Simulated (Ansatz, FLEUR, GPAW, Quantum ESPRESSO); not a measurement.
Equation of state of Sn3Te under PBEsol

The structure is cubic, space group Pm-3m (No. 221). The conventional cell has a = 4.866 Å, b = 4.866 Å, c = 4.866 Å, α = 90.00°, β = 90.00°, γ = 90.00°. Te (site symmetry m-3m) is surrounded by 12 Sn at 3.44 Å. Around Sn (site symmetry 4/mmm) lie 4 Te at 3.44 Å and 8 Sn at 3.44 Å.

The cell comes from a database or a generator and needn't be the stable form of this composition.

The cell was scaled at fixed shape and fractions and run with FLEUR, all-electron, FLAPW; PBEsol, k mesh 6 × 6 × 6 on the cell of 4 atoms, fermi-dirac occupations of 0.05 eV, no spin polarisation, no spin-orbit coupling. Energies are those that the program minimises, any entropy of the smearing included. For a metal such a mesh isn't converged to the digits shown.

```tsv
V (Å³/atom)	energy over the lowest row (meV/atom)
27.0697	0.00
27.6456	0.04
28.2216	?
28.7975	10.58
29.3735	20.38
29.9494	32.79
30.5254	47.58
```

Fit the third-order Birch-Murnaghan form, give V0, B0 and B′, and predict the energy left open.

With y = (V0/V)^(2/3), E = E0 + (9 V0 B0/16) [(y - 1)³ B′ + (y - 1)² (6 - 4y)]. Least squares through the rows shown give V0 = 27.3482 Å³/atom, E0 = -0.45 meV, B0 = 50.22 GPa (1 eV/Å³ = 160.218 GPa) and B′ = 4.06, with a largest miss of 0.01 meV. At V = 28.2216 the form with these constants gives 3.70 meV; the run gave 3.68 meV an atom. Other set-ups at this level, from all their volumes (Å³/atom, GPa): GPAW, PAW data sets generated for this functional: V0 27.182, B0 49.92; Ansatz, all-electron LAPW, scalar-relativistic: V0 27.335, B0 50.1; Quantum ESPRESSO, GBRV 1.5 PBEsol: V0 27.276, B0 50.64.
